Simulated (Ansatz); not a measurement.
Starting cell, P (space group Cmce):

```xyz
4
Lattice="1.6550 -5.0825 0.0000 1.6550 5.0825 0.0000 0.0000 0.0000 4.1237" Properties=species:S:1:pos:R:3 pbc="T T T"
P      1.6550    -3.9999     1.7698
P      1.6550     3.9999     2.3539
P      1.6550    -1.0826     3.8317
P      1.6550     1.0826     0.2921
```

A phonon eigenvector at Γ is frozen into this cell: atom i moves by Q times the vector below, so Q is the largest atomic displacement, in Å. The cell is held.

```tsv
atom	x	y	z
P1	0.000	-1.000	0.000
P2	0.000	-1.000	0.000
P3	0.000	1.000	0.000
P4	0.000	1.000	0.000
```

All values below come from LDA (plane waves to 420 eV, PAW, scalar-relativistic; Ansatz, a program for electronic structure). k mesh 15×15×11 (Γ-centred), Fermi-Dirac smearing 0.05 eV. The energy includes the smearing's −TS. With partly filled bands, energies and forces of such displacements shift with the k mesh and the smearing. P was relaxed with its symmetry unable to fall. The relaxed volume of P is well below the measured one. The zero of ΔE is the undisplaced structure.

```
Q (Å)   ΔE (meV/cell)
------  -------------
-0.100           29.2
-0.067           10.7
-0.033            2.2
0.000             0.0
0.033             2.2
0.067            10.7
0.100            29.2
```

**Question.** Which DFPT wavenumber at Γ belongs to this mode?
A. 442 cm⁻¹
B. 393 cm⁻¹
C. 178 cm⁻¹
D. 90 cm⁻¹

**Answer.** D, 90 cm⁻¹. The curvature of the scan gives 90 cm⁻¹

(A displaced cell: forces are minus the slopes of the energy, force constants its curvatures, and phonons follow from these.)
